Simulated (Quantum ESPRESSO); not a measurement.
SiAsF3O3, convergence and cost over cutoff and k mesh

Computed values, not a measurement. The program is pw.x of Quantum ESPRESSO 7.5 (plane-wave density functional theory). The cell is made up: 8 atoms on a quartz lattice with one site empty, with randomly drawn elements, strain and displacements, not relaxed. PseudoDojo standard norm-conserving files (v0.5 for PBE, v0.4.1 for LDA and PBEsol) set the functional; there is no spin polarisation, spin-orbit coupling or dispersion term, and the masses in the input are unused placeholders.

Input of the run in row 4:

```
&control calculation='scf', pseudo_dir='./dojo.nc.sr.pbe.v0_5.standard.upf', outdir='./o', disk_io='medium', tprnfor=.true., tstress=.true. /
&system ibrav=0, nat=8, ntyp=4, nbnd=35, ecutwfc=84.00895049, nosym=.true., tot_charge=0,
 occupations='smearing', smearing='fd', degauss=0.0018374661
/
&electrons conv_thr=7.350e-09, electron_maxstep=60, /
ATOMIC_SPECIES
As 1.0 As.upf
F 1.0 F.upf
O 1.0 O.upf
Si 1.0 Si.upf
CELL_PARAMETERS angstrom
5.077 0.0 0.0
-2.5385 4.3968 0.0
0.0 0.0 5.6033
ATOMIC_POSITIONS angstrom
Si 2.3489 -0.0136 3.6396
As -1.1561 2.0216 1.9745
F 1.3713 1.192 4.2326
O 3.3092 0.7579 2.6146
F 2.9851 2.5546 0.7811
F 0.2584 1.9201 1.1367
O -1.0811 3.2522 3.043
O 0.8477 3.6983 4.8616
K_POINTS automatic
5 5 4 1 1 1
```

The same cell was run at these settings. Meshes are shifted by half a step, and differences are from the last row, which is itself not exact.

| cutoff (eV) | k mesh | k points solved | threshold (eV) | free energy less the last row's (eV) | pressure (GPa) | largest stress difference (GPa) | largest force difference (eV/Å) | iterations | wall time (s) | k-point pools | processor |
| --- | --- | --- | --- | --- | --- | --- | --- | --- | --- | --- | --- |
| 800 | 2 x 2 x 2 | 4 | 1e-04 | 3.769 | -29.72 | 40.07 | 0.268 | 11 | 44 | 1 | AMD EPYC, Zen 5 class |
| 1143 | 1 x 1 x 1 | 1 | 1e-07 | 0.191 | 10.26 | 0.72 | 0.852 | 14 | 34 | 1 | AMD EPYC, Zen 5 class |
| 777 | 5 x 5 x 4 | 50 | 1e-07 | 5.322 | -42.03 | 52.34 | 0.316 | 14 | 326 | 1 | AMD EPYC, Zen 5 class |
| 1143 | 5 x 5 x 4 | 50 | 1e-07 | 0.004 | 10.07 | 0.02 | 0.002 | 14 | 530 | 1 | AMD EPYC, Zen 5 class |
| 1437 | 7 x 7 x 6 | 147 | 1e-07 | 0.000 | 10.09 | 0.00 | 0.000 | 15 | 3460 | 1 | AMD EPYC, Zen 5 class |

Each pool is one process. Wall times include start-up and a band step at six k points, which weighs most on the coarsest meshes. The runs were on shared virtual cores whose load varied, so times are rough.